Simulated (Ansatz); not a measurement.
LaSi2Ru2:
```yaml
crystal:
  lattice:
    - [-2.11408, 2.11408, 5.00116]
    - [2.11408, -2.11408, 5.00116]
    - [2.11408, 2.11408, -5.00116]
  atoms:
    - { symbol: La, position: [0.00000, 0.00000, 0.00000] }
    - { symbol: Ru, position: [0.75000, 0.25000, 0.50000] }
    - { symbol: Ru, position: [0.25000, 0.75000, 0.50000] }
    - { symbol: Si, position: [0.35824, 0.35824, 0.00000] }
    - { symbol: Si, position: [0.64176, 0.64176, 0.00000] }
```

Relaxed with r²SCAN.

**Question.** Map the electron localisation function on the plane through (0.000, 0.000, 0.000) spanned by u = [1, 1, 0] and v = [1, 0, 1] in lattice vectors, from the program Ansatz at the r²SCAN level (PAW).

**Answer.** x is the fraction of u, y of v (the angle between them is 90°; rows are the nearest grid lines); atoms in the plane: La at (0.00, 0.00), Ru at (0.25, 0.50), Ru at (0.75, 0.50), Si at (0.36, 0.00), Si at (0.64, 0.00).
```
y \ x   0.000  0.100  0.175  0.275  0.375  0.450  0.550  0.625  0.725  0.825  0.900   1.00
------  -----  -----  -----  -----  -----  -----  -----  -----  -----  -----  -----  -----
1.00    0.001  0.750  0.094  0.468  0.509  0.812  0.812  0.509  0.468  0.094  0.750  0.001
0.905   0.348  0.662  0.134  0.576  0.254  0.764  0.764  0.254  0.576  0.134  0.665  0.348
0.857   0.756  0.505  0.177  0.585  0.471  0.706  0.706  0.471  0.585  0.177  0.506  0.756
0.762   0.798  0.154  0.219  0.337  0.715  0.530  0.530  0.715  0.337  0.219  0.154  0.798
0.714   0.511  0.132  0.229  0.377  0.624  0.427  0.427  0.624  0.378  0.229  0.132  0.511
0.619   0.057  0.265  0.407  0.684  0.361  0.263  0.263  0.361  0.684  0.407  0.265  0.057
0.524   0.066  0.323  0.532  0.447  0.266  0.202  0.202  0.266  0.445  0.533  0.323  0.066
0.476   0.066  0.323  0.533  0.445  0.266  0.202  0.202  0.266  0.447  0.532  0.323  0.066
0.381   0.057  0.265  0.407  0.684  0.361  0.263  0.263  0.361  0.684  0.407  0.265  0.057
0.286   0.511  0.132  0.229  0.378  0.624  0.427  0.427  0.624  0.377  0.229  0.132  0.511
0.238   0.798  0.154  0.219  0.337  0.715  0.530  0.530  0.715  0.337  0.219  0.154  0.798
0.143   0.756  0.506  0.177  0.585  0.471  0.706  0.706  0.471  0.585  0.177  0.505  0.756
0.0952  0.348  0.665  0.134  0.576  0.254  0.764  0.764  0.254  0.576  0.134  0.662  0.348
0.000   0.001  0.750  0.094  0.468  0.509  0.812  0.812  0.509  0.468  0.094  0.750  0.001
```

The density is the valence pseudo-density with augmentation charge, so density and ELF within about 1 Å of a nucleus are not all-electron values.

Space group I4/mmm. The workflow started from an entry of the Crystallography Open Database (COD). Whether it is the stable phase at ambient conditions was not checked. The cell was relaxed with r²SCAN under the symmetry of its start; whether a distortion lowers the energy is not shown. The run is not spin-polarised. Spin–orbit coupling is left out wherever it is not named.

Potentials: the later of the program's two PAW sets.
